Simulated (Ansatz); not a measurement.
SiMo:
```cif
data_MoSi
_chemical_formula_sum 'Mo1 Si1'
_space_group_name_H-M_alt 'P 1'
_space_group_IT_number 1
_cell_length_a 3.01982
_cell_length_b 3.01982
_cell_length_c 3.01982
_cell_angle_alpha 90.000
_cell_angle_beta 90.000
_cell_angle_gamma 90.000
loop_
_space_group_symop_operation_xyz
  'x, y, z'
loop_
_atom_site_label
_atom_site_type_symbol
_atom_site_fract_x
_atom_site_fract_y
_atom_site_fract_z
_atom_site_occupancy
Mo1 Mo 0.00000 0.00000 0.00000 1
Si1 Si 0.50000 0.50000 0.50000 1
```

This is the PBEsol-relaxed structure.

### Question
All from the program Ansatz at the PBEsol level (PAW), unless another level is named. Estimate the electronic character.

### Answer
metallic (no gap).

### Question
What about the density of states at the Fermi level?

### Answer
1.4 states/eV per atom (mean over ±0.08 eV).

### Question
Predict the gap with spin–orbit coupling.

### Answer
none (metallic).

Space group Pm-3m (CsCl type). The cell is a constructed one: a structure type filled with these elements; neither database checked (COD, Materials Project) lists it. Whether it is the stable phase at ambient conditions was not checked. Symmetry was held in the PBEsol relaxation; whether a distortion lowers the energy is not shown. The run is not spin-polarised. Spin–orbit coupling is left out wherever it is not named.

Potentials: the earlier of the program's two PAW sets. The files were generated under PBE; for other functionals the program regenerates the frozen cores, and for LDA and PBEsol the local potential too.
